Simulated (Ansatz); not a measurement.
# What settings do to one calculation: K started on a Be site next to K started on a Be site in antifluorite Be2C, 24 atoms, charge 0

Ansatz (PAW, plane waves), atoms fixed. The base input:

```yaml
crystal:
  lattice:
    - [0.000000, 4.310638, 4.310638]
    - [4.310638, 0.000000, 4.310638]
    - [4.310638, 4.310638, 0.000000]
  atoms:
    - { symbol: K, position: [0.867703, 0.401898, 0.365871] }
    - { symbol: K, position: [0.149466, 0.111376, 0.106511] }
    - { symbol: Be, position: [0.365304, 0.901357, 0.864885] }
    - { symbol: Be, position: [0.394430, 0.862765, 0.380240] }
    - { symbol: Be, position: [0.874905, 0.376689, 0.875806] }
    - { symbol: Be, position: [0.377864, 0.381367, 0.872189] }
    - { symbol: Be, position: [0.894792, 0.875407, 0.343677] }
    - { symbol: Be, position: [0.627434, 0.631338, 0.630712] }
    - { symbol: Be, position: [0.376624, 0.357337, 0.406797] }
    - { symbol: Be, position: [0.860983, 0.875018, 0.902690] }
    - { symbol: Be, position: [0.121664, 0.115290, 0.628134] }
    - { symbol: Be, position: [0.604578, 0.632645, 0.123274] }
    - { symbol: Be, position: [0.125667, 0.622537, 0.121208] }
    - { symbol: Be, position: [0.633338, 0.125767, 0.623349] }
    - { symbol: Be, position: [0.623420, 0.136927, 0.113617] }
    - { symbol: Be, position: [0.112117, 0.639555, 0.626200] }
    - { symbol: C, position: [0.002571, 0.007195, 0.990707] }
    - { symbol: C, position: [0.502444, 0.531166, 0.488580] }
    - { symbol: C, position: [0.991733, 0.016168, 0.495624] }
    - { symbol: C, position: [0.472878, 0.526116, 0.002619] }
    - { symbol: C, position: [0.007973, 0.487204, 0.014104] }
    - { symbol: C, position: [0.475739, 0.008149, 0.522350] }
    - { symbol: C, position: [0.487212, 0.000269, 0.998676] }
    - { symbol: C, position: [0.001207, 0.508665, 0.494830] }
kpoints:
  mp_grid: { grid: [2, 2, 2], shift: [0.5, 0.5, 0.5] }
hamiltonian:
  xc: pbesol
scf:
  occupations: { method: fermi_dirac, width: 0.01 }
output:
  forces: true
  eigenvalues: true
  stress: true
  populations: true
```

Command:

```sh
ansatz run in.yaml --threads 7 --pin off --max-ram 13300MiB --runs-dir r --events-out ev --progress --plain
```

It converged in 7 iterations and 1.3 s of wall time on 7 threads of a Neoverse-V2 processor, on a host shared with other runs; peak host memory 0.66 GiB; largest force component 10.48 eV/Å, pressure 62.49 GPa. The cutoff was the default, 420 eV. The base isn't a converged reference: it has few k points, and its atoms are unrelaxed, some of them close together. Each run below changes the keys shown and caps the iterations.

```csv
run,changed,ending,iterations,free energy less the base (meV per atom),rms change of forces (eV/Å),change of pressure (GPa),"wall time (s, shared host)"
1,"mixing beta 0.6, max_iter 60",converged,9,0.0,0.000,0.00,1.2 CPU
2,"dispersion rvv10, n_extra_bands 60, max_iter 50",refused,–,–,–,–,–
3,"width 1.0 eV, max_iter 80",converged,7,-221.2,0.585,2.63,1.4 CPU
4,"accuracy high, max_iter 4, ecutrho_ratio 3",not converged,–,–,–,–,–
5,"dr2_threshold 0.001, max_iter 70",converged,6,0.0,0.001,0.00,0.9 CPU
6,"xc_grid 2 (2 is the default), max_iter 70",converged,7,0.0,0.000,0.00,1 CPU
7,"max_iter 100, total_charge 6",converged,8,other zero,2.442,49.61,1.1 CPU
8,"mixing beta 1.0, max_iter 50",converged,9,0.0,0.000,0.00,1 CPU
9,"width 0.03 eV, max_iter 50",converged,7,-0.3,0.051,-0.01,0.9 CPU
10,"mixing algorithm msr1, initial_magnetization 8, max_iter 70",converged,45,0.0,0.000,0.00,14 CPU
```

«Other zero»: another functional, charge or dispersion term moves the zero of energy, so the difference says nothing of accuracy.

Which changes leave the result alone, and which of the same physical model moves the forces most?

The forces move by under 0.002 eV/Å in runs 1, 5, 6, 8, 10. Run 3 (width 1.0 eV, max_iter 80) moves them most among the runs with the same functional, charge and dispersion term, by 0.585 eV/Å.

Why did some runs give no result?

- run 2: inconsistent input (hamiltonian.dispersion, hamiltonian.xc): `dispersion: rvv10` has no transferable b for PBE exchange — Sabatini et al. (2013) fitted b=6.3 to rPW86, and the PBE refits of Peng & Perdew (2017) are task-dependent (b=6.6 S22 / b=10.0 layered). …
- run 4: did not converge after 4 iterations: dr2 = 1.94e-4 (threshold 1.00e-7), under the density mixer `msr1`, which `scf.mixing.algorithm: auto` chose by the deck's other keys (type `scf.mixing.algorithm: msr1` to keep it);
